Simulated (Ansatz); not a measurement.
K$_{2}$Pt (Fm-3m), tetragonal deformation path

Theory: DFT r2SCAN, scalar-relativistic, plane waves, PAW (Ansatz). The runs took a 500 eV cutoff, a Γ-centred 8×8×8 mesh and Gaussian smearing (0.05 eV). Spin–orbit coupling is left out, which matters for the heavy elements here. No spin polarisation. Energies are free energies at this smearing, counted from the undisturbed cell; pressure is positive in compression.

Zero of the scan (as given, not relaxed at this level; it stands at -0.1 GPa, and it needn't be the usual structure):

```
K Pt
1.0
     0.00000    3.78146    3.78146
     3.78146    0.00000    3.78146
     3.78146    3.78146    0.00000
K Pt
2 1
Direct
  0.75000 0.75000 0.75000
  0.25000 0.25000 0.25000
  0.00000 0.00000 0.00000
```

At fixed volume and fractional coordinates, lengths along (0.000, 0.000, 1.000) are scaled against those across it; ρ is that ratio over its starting value.

```csv
ρ,ΔE (meV/atom),pressure (GPa),gap on the mesh (eV)
0.650,294.1,-0.7,1.12
0.707,178.2,-0.7,1.31
0.780,87.4,-0.5,1.47
0.850,37.0,-0.3,1.51
0.920,9.8,-0.2,1.54
0.960,2.4,-0.1,1.55
1.000,0.0,-0.1,1.56
1.050,3.6,-0.1,1.54
1.100,14.1,-0.2,1.51
1.200,54.7,-0.4,1.27
1.300,120.2,-0.6,0.91
1.414,223.6,-0.9,0.48
1.500,320.4,-1.1,0.10
```